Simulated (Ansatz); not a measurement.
**Structures of Sn$_{3}$H$_{2}$: which is lowest?**

Plane-wave DFT in Ansatz with scalar-relativistic PAW potentials, cutoff 420 eV, Γ-centred meshes chosen by cell and gap, Gaussian smearing with energies taken to zero width. Every cell was relaxed (cell and atoms) in a run of its own, within the symmetry of its start. Functional: PBE.

Relaxed structures (starts from databases or built by putting these elements on another compound's sites):
A. P-3m1, 5 atoms in the computed cell, a = 3.605 Å, c = 8.532 Å; sites (symmetry × multiplicity) Sn -3m. × 1 + 3m. × 2, H 3m. × 2; start: built
B. R-3c, 10 atoms in the computed cell, a = 6.383 Å, c = 15.803 Å; sites (symmetry × multiplicity) Sn .2 × 18, H 3. × 12; start: built
C. R-3m, 5 atoms in the computed cell, a = 3.704 Å, c = 23.560 Å; sites (symmetry × multiplicity) Sn -3m × 3 + 3m × 6, H 3m × 6; start: built

**Question.** Rank them by energy. Could pressure change the order?

**Answer.**
| structure | group | E − E(lowest) (meV/atom) | V (Å³/atom) | gap on mesh (eV) |
| --- | --- | --- | --- | --- |
| B | R-3c | 0.0 | 18.59 | 0.00 |
| C | R-3m | 39 | 18.66 | 0.00 |
| A | P-3m1 | 58 | 19.20 | 0.00 |

B is lowest, 39 meV/atom under C. The lowest is also the densest of these, so pressure wouldn't bring one of the others in at first order. Other structures may lie lower than all of these, and vibrations aren't counted.